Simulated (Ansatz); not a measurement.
An Ansatz (an electronic-structure program) run. Input:

Ansatz 0.2 input:
```yaml
crystal:
  lattice:
    - [6.3901734079, 0.0, 0.0]
    - [0.0, 3.1935723716, 0.0]
    - [0.0, 0.0, 3.1925141897]
  atoms:
    - { symbol: Bi, position: [0.25, 0.0, 0.4853101408] }
    - { symbol: Bi, position: [0.75, 0.0, 0.5146898592] }
kpoints:
  mp_grid: { grid: [9, 18, 18] }
hamiltonian:
  xc: lda
  pseudopotentials: { kind: paw }
scf:
  occupations: { method: fermi_dirac, width: 0.1 }
elastic: { mode: relaxed_ion, stencil: two_point, amplitude: 0.005, f_tol: 0.0005 }
```

Output (shortened):

```
Pseudopotential: Bi, paw, valence charge 15
Functional definition: SPW92
Crystal: 2 atoms, lattice volume = 65.151 Å³
Basis set: ecut = 420 eV, 1261 PW (Γ)
Bands: 19, of which v1, the nominal top of the filled ones, is band 15 counted from 1 (14 counted from 0)
Symmetry: 8 space group operations
Space group: Pmma (ITA 51), of the structure as read, at distance tolerance 4.0e-5 Å
k-points: 500 of 2916
SCF 1 converged in 10 iterations: F = -24171.694377 eV  dr2 = 1.68e-14
relax step   1: F+E_penalty+E_count = -24171.69437664 eV  Δ(F+E_penalty+E_count) = +0.000e0 eV  max|allowed force component| = 3.296e-3 eV/Å  Δτ_max = 0.0000 Å  (10 SCF iters, accepted)
Crystal: 2 atoms, lattice volume = 65.151 Å³
SCF 2 converged in 11 iterations: F = -24171.694411 eV  dr2 = 4.32e-14
relax step   2: F+E_penalty+E_count = -24171.69441115 eV  Δ(F+E_penalty+E_count) = -3.451e-5 eV  max|allowed force component| = 2.876e-3 eV/Å  Δτ_max = 0.0056 Å  (11 SCF iters, accepted)
Crystal: 2 atoms, lattice volume = 65.151 Å³
SCF 3 converged in 9 iterations: F = -24171.694527 eV  dr2 = 1.94e-14
relax step   3: F+E_penalty+E_count = -24171.69452736 eV  Δ(F+E_penalty+E_count) = -1.162e-4 eV  max|allowed force component| = 2.021e-4 eV/Å  Δτ_max = 0.0383 Å  (9 SCF iters, accepted)
Crystal: 2 atoms, lattice volume = 65.151 Å³
SCF 4 converged in 8 iterations: F = -24171.694527 eV  dr2 = 5.52e-14
Crystal: 2 atoms, lattice volume = 64.825 Å³
SCF 5 converged in 11 iterations: F = -24171.693586 eV  dr2 = 6.11e-15
relax step   1: F+E_penalty+E_count = -24171.69358586 eV  Δ(F+E_penalty+E_count) = +0.000e0 eV  max|allowed force component| = 3.029e-5 eV/Å  Δτ_max = 0.0000 Å  (11 SCF iters, accepted)
Crystal: 2 atoms, lattice volume = 64.825 Å³
SCF 6 converged in 2 iterations: F = -24171.693586 eV  dr2 = 2.41e-15
Crystal: 2 atoms, lattice volume = 65.477 Å³
SCF 7 converged in 10 iterations: F = -24171.693977 eV  dr2 = 8.50e-14
relax step   1: F+E_penalty+E_count = -24171.69397667 eV  Δ(F+E_penalty+E_count) = +0.000e0 eV  max|allowed force component| = 3.587e-4 eV/Å  Δτ_max = 0.0000 Å  (10 SCF iters, accepted)
Crystal: 2 atoms, lattice volume = 65.477 Å³
SCF 8 converged in 2 iterations: F = -24171.693977 eV  dr2 = 4.04e-14
Crystal: 2 atoms, lattice volume = 64.825 Å³
Basis set: ecut = 420 eV, 1253 PW (Γ)
SCF 9 converged in 11 iterations: F = -24171.693451 eV  dr2 = 4.12e-15
relax step   1: F+E_penalty+E_count = -24171.69345124 eV  Δ(F+E_penalty+E_count) = +0.000e0 eV  max|allowed force component| = 2.262e-4 eV/Å  Δτ_max = 0.0000 Å  (11 SCF iters, accepted)
Crystal: 2 atoms, lattice volume = 64.825 Å³
SCF 10 converged in 2 iterations: F = -24171.693451 eV  dr2 = 1.54e-15
Crystal: 2 atoms, lattice volume = 65.477 Å³
SCF 11 converged in 10 iterations: F = -24171.694103 eV  dr2 = 8.76e-14
relax step   1: F+E_penalty+E_count = -24171.69410257 eV  Δ(F+E_penalty+E_count) = +0.000e0 eV  max|allowed force component| = 1.735e-4 eV/Å  Δτ_max = 0.0000 Å  (10 SCF iters, accepted)
Crystal: 2 atoms, lattice volume = 65.477 Å³
SCF 12 converged in 2 iterations: F = -24171.694103 eV  dr2 = 4.15e-14
Crystal: 2 atoms, lattice volume = 64.825 Å³
SCF 13 converged in 11 iterations: F = -24171.693356 eV  dr2 = 3.98e-15
relax step   1: F+E_penalty+E_count = -24171.69335648 eV  Δ(F+E_penalty+E_count) = +0.000e0 eV  max|allowed force component| = 2.483e-4 eV/Å  Δτ_max = 0.0000 Å  (11 SCF iters, accepted)
Crystal: 2 atoms, lattice volume = 64.825 Å³
SCF 14 converged in 2 iterations: F = -24171.693356 eV  dr2 = 1.47e-15
Crystal: 2 atoms, lattice volume = 65.477 Å³
SCF 15 converged in 10 iterations: F = -24171.694191 eV  dr2 = 8.31e-14
relax step   1: F+E_penalty+E_count = -24171.69419062 eV  Δ(F+E_penalty+E_count) = +0.000e0 eV  max|allowed force component| = 1.537e-4 eV/Å  Δτ_max = 0.0000 Å  (10 SCF iters, accepted)
Crystal: 2 atoms, lattice volume = 65.477 Å³
SCF 16 converged in 2 iterations: F = -24171.694191 eV  dr2 = 3.99e-14
Crystal: 2 atoms, lattice volume = 65.151 Å³
Symmetry: 4 space group operations
k-points: 820 of 2916
SCF 17 converged in 9 iterations: F = -24171.694489 eV  dr2 = 4.09e-14
relax step   1: F+E_penalty+E_count = -24171.69448856 eV  Δ(F+E_penalty+E_count) = +0.000e0 eV  max|allowed force component| = 2.022e-4 eV/Å  Δτ_max = 0.0000 Å  (9 SCF iters, accepted)
Crystal: 2 atoms, lattice volume = 65.151 Å³
SCF 18 converged in 2 iterations: F = -24171.694489 eV  dr2 = 2.32e-14
Crystal: 2 atoms, lattice volume = 65.151 Å³
SCF 19 converged in 9 iterations: F = -24171.694489 eV  dr2 = 3.92e-14
relax step   1: F+E_penalty+E_count = -24171.69448856 eV  Δ(F+E_penalty+E_count) = +0.000e0 eV  max|allowed force component| = 2.022e-4 eV/Å  Δτ_max = 0.0000 Å  (9 SCF iters, accepted)
Crystal: 2 atoms, lattice volume = 65.151 Å³
SCF 20 converged in 2 iterations: F = -24171.694489 eV  dr2 = 2.22e-14
Crystal: 2 atoms, lattice volume = 65.151 Å³
SCF 21 converged in 10 iterations: F = -24171.694489 eV  dr2 = 4.80e-15
relax step   1: F+E_penalty+E_count = -24171.69448863 eV  Δ(F+E_penalty+E_count) = +0.000e0 eV  max|allowed force component| = 2.008e-4 eV/Å  Δτ_max = 0.0000 Å  (10 SCF iters, accepted)
Crystal: 2 atoms, lattice volume = 65.151 Å³
SCF 22 converged in 2 iterations: F = -24171.694489 eV  dr2 = 2.86e-15
Crystal: 2 atoms, lattice volume = 65.151 Å³
SCF 23 converged in 10 iterations: F = -24171.694489 eV  dr2 = 4.44e-15
relax step   1: F+E_penalty+E_count = -24171.69448863 eV  Δ(F+E_penalty+E_count) = +0.000e0 eV  max|allowed force component| = 2.007e-4 eV/Å  Δτ_max = 0.0000 Å  (10 SCF iters, accepted)
Crystal: 2 atoms, lattice volume = 65.151 Å³
SCF 24 converged in 2 iterations: F = -24171.694489 eV  dr2 = 2.68e-15
Crystal: 2 atoms, lattice volume = 65.151 Å³
SCF 25 converged in 9 iterations: F = -24171.694489 eV  dr2 = 3.99e-14
relax step   1: F+E_penalty+E_count = -24171.69448885 eV  Δ(F+E_penalty+E_count) = +0.000e0 eV  max|allowed force component| = 2.019e-4 eV/Å  Δτ_max = 0.0000 Å  (9 SCF iters, accepted)
Crystal: 2 atoms, lattice volume = 65.151 Å³
SCF 26 converged in 2 iterations: F = -24171.694489 eV  dr2 = 2.25e-14
Crystal: 2 atoms, lattice volume = 65.151 Å³
SCF 27 converged in 9 iterations: F = -24171.694489 eV  dr2 = 4.00e-14
relax step   1: F+E_penalty+E_count = -24171.69448885 eV  Δ(F+E_penalty+E_count) = +0.000e0 eV  max|allowed force component| = 2.019e-4 eV/Å  Δτ_max = 0.0000 Å  (9 SCF iters, accepted)
Crystal: 2 atoms, lattice volume = 65.151 Å³
SCF 28 converged in 2 iterations: F = -24171.694489 eV  dr2 = 2.26e-14
SCF converged after 8 iterations
Stability not checked: this state was not tested for a lower state beside it, because too few of the mixer's solves of this state at the end of the SCF gave a …
Free energy (F): -24171.694527 eV
Harris-Foulkes:  -24171.694527 eV  (|F-HF|=2.18e-11)
Internal energy: -24171.661037 eV  (E = F + TS)
E sigma→0 (E₀):  -24171.677782 eV
Entropy (-TS):   -0.033490 eV (-16.745 meV/atom)
Fermi energy:    10.519500 eV
--- Per-component energies (eV) ---
  E_band       = -194.285676
  E_kinetic    = 608.044784
  E_local      = -2980.591368  (includes V_loc(G=0)·N_el)
  E_nonlocal   = 1126.777301
  E_hartree    = 959.932376
  E_xc         = -301.737936
  E_vxc        = -290.269347  (∫ρ·V_xc dr)
  E_paw        = -20705.737368  (= ΣΔE_a)
  E_vpaw       = -578.110733  (= ΣTr[D̂ρ^β])
  E_aug_tail   = -0.001060  (compensation charges beyond the density's cutoff)
  E_ewald      = -2878.337996
  E_core_change = -0.009770  (= ΣΔE_core)
  E_smearing   = -0.033490  (= −TS)
  E_closure    = 0.000000  (closes the sum)
  Σ components = -24171.694527   (vs F -24171.694527, Δ=0.00e0)
--- Forces (eV/Å), atoms counted from 1 ---
  atom   1  Bi     0.00000000     0.00000000     0.00020214
  atom   2  Bi     0.00000000     0.00000000    -0.00020214
  max |Σ_I F_I| component: 0.0 eV/Å
--- Stress (GPa, compression-positive) ---
        0.087544       0.000000       0.000000
        0.000000       0.151668       0.000000
        0.000000       0.000000       0.196774
  P = ⅓ Tr σ = 0.1453 GPa (1.453 kbar)
--- Band table (eV; the first three rows and the last of 500) ---
  k-point 0: bands = ["-12.3950", "-12.3936", "-12.3779", "-12.1026", "-12.1025", "-12.0770", "-12.0022", "-12.0021", "-12.0020", "-11.9939", "-2.9824", "-0.9295", "5.2565", "13.7695", "13.7824", "13.7915", "15.8013", "15.8106", "17.1478"]
  k-point 1: bands = ["-12.3932", "-12.3852", "-12.3707", "-12.1065", "-12.1023", "-12.0733", "-12.0052", "-12.0051", "-12.0020", "-11.9969", "-2.9414", "-0.8897", "5.2997", "13.1879", "13.8159", "13.8289", "15.2740", "15.8511", "17.3995"]
  k-point 2: bands = ["-12.3917", "-12.3575", "-12.3509", "-12.1181", "-12.1013", "-12.0619", "-12.0141", "-12.0140", "-12.0055", "-12.0013", "-2.8192", "-0.7708", "5.4274", "11.9543", "13.9529", "13.9659", "14.0893", "15.9978", "17.6851"]
  k-point 499: bands = ["-12.2279", "-12.2250", "-12.1663", "-12.1660", "-12.1446", "-12.1443", "-12.0753", "-12.0121", "-11.8635", "-11.8624", "1.7402", "2.0695", "7.8560", "7.8604", "8.1651", "8.1695", "12.1111", "13.4398", "13.8173"]
--- Elastic constants: 6 strain directions × 2 members + reference (group order 8) ---
  dense FFT box of the reference and of every strained cell: 45×24×24
  strains applied: 11, 22, 33, 23, 13, 12; error gains …
  reference relaxed by the batch: 3 steps …
  largest displacement 4.4e-2 Å; the constants are those of the deck's cell at these positions:
  atoms:
    - { symbol: Bi, position: [0.25, 0.0, 0.49905906172865083] }
    - { symbol: Bi, position: [0.75, 0.0, 0.500940938271349] }
  C = ∂σ_k/∂η_j (tension-positive GPa; Voigt order 11 22 33 23 13 12):
       146.729     12.554     12.307      0.000      0.000      0.000
        12.612    147.635     12.000      0.000      0.000      0.000
        12.406     12.041    148.262      0.000      0.000      0.000
         0.000      0.000      0.000      7.355      0.000      0.000
         0.000      0.000      0.000      0.000      7.358      0.000
         0.000      0.000      0.000      0.000      0.000      7.362
  reference stress σ⁰ (GPa):     -0.088     -0.152     -0.197      0.000      0.000      0.000
  moduli (Voigt/Reuss/Hill, GPa): K = 57.39/57.39/57.39   G = 31.46/11.43/21.45   E = 57.21   ν = 0.334
  mechanically stable: yes (min eigenvalue of sym C = 7.36 GPa)
  strain η (Voigt 11):  stress-route row diagonal C_11 = 146.73 GPa, energy-path curvature d²(F+E_count+ΔE)/dδ²/Ω₀ = 146.74 GPa
         δ    σ_11 (GPa)             F (eV)   n_scf  n_hpsi   n_pw
    -5.000e-3      -0.8464      -24171.6935859       2   99299   1294   relax 1 steps, max|allowed force component| 3.03e-5 eV/Å
     5.000e-3       0.6209      -24171.6939767       2   99266   1302   relax 1 steps, max|allowed force component| 3.59e-4 eV/Å
  strain η (Voigt 22):  stress-route row diagonal C_22 = 147.63 GPa, energy-path curvature d²(F+E_count+ΔE)/dδ²/Ω₀ = 147.65 GPa
         δ    σ_22 (GPa)             F (eV)   n_scf  n_hpsi   n_pw
    -5.000e-3      -0.9149      -24171.6934512       2   99343   1302   relax 1 steps, max|allowed force component| 2.26e-4 eV/Å
     5.000e-3       0.5615      -24171.6941026       2   99286   1308   relax 1 steps, max|allowed force component| 1.73e-4 eV/Å
  strain η (Voigt 33):  stress-route row diagonal C_33 = 148.26 GPa, energy-path curvature d²(F+E_count+ΔE)/dδ²/Ω₀ = 148.29 GPa
         δ    σ_33 (GPa)             F (eV)   n_scf  n_hpsi   n_pw
    -5.000e-3      -0.9630      -24171.6933565       2   99282   1302   relax 1 steps, max|allowed force component| 2.48e-4 eV/Å
     5.000e-3       0.5196      -24171.6941906       2   99309   1307   relax 1 steps, max|allowed force component| 1.54e-4 eV/Å
  strain η (Voigt 23):  stress-route row diagonal C_44 = 7.36 GPa, energy-path curvature d²(F+E_count+ΔE)/dδ²/Ω₀ = 7.46 GPa
         δ    σ_23 (GPa)             F (eV)   n_scf  n_hpsi   n_pw
    -5.000e-3      -0.0368      -24171.6944886       2  163214   1302   relax 1 steps, max|allowed force component| 2.02e-4 eV/Å
     5.000e-3       0.0368      -24171.6944886       2  163114   1302   relax 1 steps, max|allowed force component| 2.02e-4 eV/Å
  strain η (Voigt 13):  stress-route row diagonal C_55 = 7.36 GPa, energy-path curvature d²(F+E_count+ΔE)/dδ²/Ω₀ = 7.44 GPa
         δ    σ_13 (GPa)             F (eV)   n_scf  n_hpsi   n_pw
    -5.000e-3      -0.0368      -24171.6944886       2  163337   1302   relax 1 steps, max|allowed force component| 2.01e-4 eV/Å
     5.000e-3       0.0368      -24171.6944886       2  163360   1302   relax 1 steps, max|allowed force component| 2.01e-4 eV/Å
  strain η (Voigt 12):  stress-route row diagonal C_66 = 7.36 GPa, energy-path curvature d²(F+E_count+ΔE)/dδ²/Ω₀ = 7.43 GPa
         δ    σ_12 (GPa)             F (eV)   n_scf  n_hpsi   n_pw
    -5.000e-3      -0.0368      -24171.6944888       2  163312   1302   relax 1 steps, max|allowed force component| 2.02e-4 eV/Å
     5.000e-3       0.0368      -24171.6944888       2  163271   1302   relax 1 steps, max|allowed force component| 2.02e-4 eV/Å
```

Cost: roughly 14 core-minutes on shared cores.

The workflow started from a Materials Project entry (that database holds measured and hypothetical structures alike); the Crystallography Open Database copy checked does not list it. It is not the phase usual at ambient conditions (space group No. 166). Symmetry was held in the LDA relaxation; of distortions, only those at the zone centre were tested. As this level gives no gap, shear constants depend on the k-mesh and smearing (Fermi–Dirac, 0.1 eV here). Axis ratios of metals converge slowly with the k-mesh, so a and c are less sure than the volume. Scalar-relativistic: spin–orbit coupling is off unless named, which matters more the heavier the elements.

Potentials: the later of the program's two PAW sets.

Ansatz is a plane-wave DFT program.
